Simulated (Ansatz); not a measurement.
## ZnS — electric field gradients

The cell is a structure deposited in the COD, ions relaxed with PBE at fixed cell.

Space group P6_3mc (No. 186); a = 3.8200, c = 24.9600 Å, γ = 120.00°.

| site | Wyckoff | site symmetry | x | y | z |
| --- | --- | --- | --- | --- | --- |
| Zn1 | 2a | 3m. | 0.0000 | 0.0000 | 0.0000 |
| Zn3 | 2b | 3m. | 0.3333 | 0.6667 | 0.1249 |
| Zn5 | 2b | 3m. | 0.3333 | 0.6667 | 0.3751 |
| Zn7 | 2b | 3m. | 0.3333 | 0.6667 | 0.7500 |
| S9 | 2a | 3m. | 0.0000 | 0.0000 | 0.0938 |
| S11 | 2b | 3m. | 0.3333 | 0.6667 | 0.2187 |
| S13 | 2b | 3m. | 0.3333 | 0.6667 | 0.4688 |
| S15 | 2b | 3m. | 0.3333 | 0.6667 | 0.8439 |

One atom of each set is listed.

Computed with Ansatz: DFT, PBE, plane waves and PAW (field gradients read without the response of the frozen cores, which leaves them typically 4 to 6 % off), scalar-relativistic, 420 eV cutoff, Γ-centred 8×8×2 k-points, Fermi–Dirac smearing 0.02 eV.

C_Q = eQV_zz/h, which is 24.18 MHz for Q = 1 b and V_zz = 10²¹ V/m²; η = (V_xx − V_yy)/V_zz.

⁶⁷Zn: I = 5/2, Q = 122.0 mb; S-33: I = 3/2, Q = -69.40 mb. Q values from Pyykkö, Mol. Phys. 116, 1328 (2018).

Task: Which values are expected at the nuclei?

Result: 

```csv
site,atoms,first shell,"V_xx, V_yy, V_zz (10²¹ V/m²)",η,C_Q (MHz)
Zn1,2,4 S at 2.34 Å,"-0.021, -0.021, 0.041",0.00,0.122
Zn3,2,4 S at 2.34 Å,"-0.028, -0.028, 0.057",0.00,0.168
Zn5,2,4 S at 2.34 Å,"-0.041, -0.041, 0.083",0.00,0.244
Zn7,2,4 S at 2.34 Å,"0.028, 0.028, -0.057",0.00,-0.167
S9,2,4 Zn at 2.34 Å,"0.009, 0.009, -0.019",0.00,0.032
S11,2,4 Zn at 2.34 Å,"-0.030, -0.030, 0.060",0.00,-0.100
S13,2,4 Zn at 2.34 Å,"0.004, 0.004, -0.009",0.00,0.015
S15,2,4 Zn at 2.34 Å,"-0.072, -0.072, 0.14",0.00,-0.241
```

An axis of threefold or higher order runs through Zn1, Zn3, Zn5, Zn7, S9 and S11 and others, so V_zz lies along it and η is zero.
